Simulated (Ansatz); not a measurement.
WN$_{2}$:
```xyz
3
Lattice="2.8778 0.0000 0.0000 -1.4389 2.4923 0.0000 0.0000 0.0000 3.8672" Properties=species:S:1:pos:R:3 pbc="T T T"
W      1.4389     0.8308     1.9336
N      0.0000     0.0000     3.1692
N      0.0000     0.0000     0.6980
```

Cartesian axes are those of the cell as given.

Give the proper piezoelectric stress tensor with relaxed ions from LDA in the plane-wave PAW code Ansatz.

In C/m², rows x, y, z, Voigt columns; mesh uncertainty up to 0.01.
```
 0.00   0.00   0.00   0.00   0.00   0.67
 0.67  -0.67   0.00   0.00   0.00   0.00
 0.00   0.00   0.00   0.00   0.00   0.00
```

The elastic tensor of the same run (GPa):

```
 642   204   229   0.0   0.0   0.0
 204   642   229   0.0   0.0   0.0
 229   229  1070   0.0   0.0   0.0
 0.0   0.0   0.0   244   0.0   0.0
 0.0   0.0   0.0   0.0   244   0.0
 0.0   0.0   0.0   0.0   0.0   219
```

Convert to strain constants d = e·S.

In pC/N:
```
 0.0   0.0   0.0   0.0   0.0   3.1
 1.5  -1.5   0.0   0.0   0.0   0.0
 0.0   0.0   0.0   0.0   0.0   0.0
```

Space group P-6m2. The first step of the workflow began from a Materials Project structure, measured or hypothetical; the Crystallography Open Database copy checked does not list it. Its standing as an ambient phase is unchecked. The cell was relaxed with LDA under the symmetry of its start; whether a distortion lowers the energy is not shown. The run is not spin-polarised. Signs of piezoelectric constants follow the polarity of the cell as given. Spin–orbit coupling is left out wherever it is not named.

Potentials: the later of the program's two PAW sets.
